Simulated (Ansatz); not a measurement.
A geometry of Hf away from equilibrium: step 2 of the relaxation of a relaxed Hf cell, doubled along one cell vector, shaken by Gaussian noise of σ = 0.08 Å a coordinate. The numbers are results of PBE (plane waves to 420 eV, PAW, scalar-relativistic; Ansatz, an electronic-structure program), not measurements. Γ-centred k-mesh 6×12×12 on the run's cell (coarser than for final values), Fermi–Dirac smearing 0.05 eV.

```xyz
6
Lattice="3.1985 1.8013 15.2801 -1.6099 0.8974 7.6427 -0.0082 -1.8679 7.6498" Properties=species:S:1:pos:R:3:forces:R:3 pbc="T T T" free_energy=-94333.030 pressure_GPa=0.0
Hf    -0.0115     0.0213    -0.0122    0.1321   -0.1869   -0.0188
Hf     1.6075     0.8993     7.6325   -0.1340    0.1804    0.1222
Hf     0.0422    -0.0129     5.0801   -0.1940    0.0465    0.2114
Hf     1.5735     0.9390    12.7740    0.1575   -0.1492   -0.3398
Hf    -0.0709    -0.0421    17.8026    0.3424   -0.1119    0.1834
Hf     1.6228     0.7765    25.4861   -0.3039    0.2210   -0.1584
```

Positions in Å, forces in eV/Å, free energy of the cell in eV (comparable only within this code, potentials and settings). Largest force: 0.41 eV/Å, on Hf4, Hf5, Hf6 (atoms numbered as listed); the geometry lies 0.01 eV/atom above the end of its relaxation.

No spin polarisation in the result.

The end of the path is a generated cell of Hf: the first start was made by placing the elements on the sites of a structure type, and the end was not matched to a known phase here, so it may be hypothetical. Known forms of Hf include space group No. 194.
